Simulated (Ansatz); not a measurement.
Theory: Ansatz 0.2.0, DFT PBE, scalar-relativistic, plane waves, PAW. All cells share a 420 eV cutoff and Γ-centred k meshes spaced at most about 0.3 Å⁻¹ (about 0.25 or finer for metals, 2π included). Collinear spin in cells that started with moments and kept them past the coarse steps, no spin elsewhere.

Temperature and zero-point effects are left out.

Two forms of K2Nb2O were relaxed alike.

A. (no spin)

```
K Nb O
1.0
     4.59404    0.00000    0.00000
    -2.29702    3.97855    0.00000
     0.00000    0.00000    6.64583
K Nb O
2 2 1
Cartesian
  0.0000 2.6524 3.3229
  2.2970 1.3262 3.3229
  0.0000 2.6524 0.0000
  2.2970 1.3262 0.0000
  0.0000 0.0000 0.0000
```

B. (site moments Nb 0.4 (×2) μB)

```
K Nb O
1.0
     4.54101    0.00000    0.00000
    -2.27051    3.93263    0.00000
     0.00000    0.00000    7.47254
K Nb O
2 2 1
Direct
  0.33333 0.66667 0.12620
  0.66667 0.33333 0.12620
  0.33333 0.66667 0.61191
  0.66667 0.33333 0.61191
  0.00000 0.00000 0.19802
```

Question: Which arrangement of the elements on these sites is preferred, and by what margin?

Answer: B is lower, by 120 meV/atom. The two share one framework of sites and differ in which element sits where. A has space group P6/mmm (No. 191), 24.3 Å³/atom and no gap on its mesh; B has space group P6mm (No. 183), 26.7 Å³/atom and no gap. Counting K or Nb atoms around O (for each partner element, those within 1.25 times its shortest distance or 1.15 times the sum of covalent radii, where it is the nearest in units of that sum or under 1.3), A and B both have O 6. Their magnetic states differ too, which can make part of the margin. The lower one is the more open, so pressure narrows the difference. Even the lower one lies +1.07 eV/atom against the reference forms of the elements (uncorrected), so neither is stable at this level. Both come from invented guesses. A third cell relaxed alike, in P-3m1, lies 1.16 eV/atom below the lower of the two.

A magnetic state wasn't ruled out in cells without spin, among them P6/mmm. The magnetic state reached may not be the lowest. Cells relaxed within their symmetry can be saddle points.
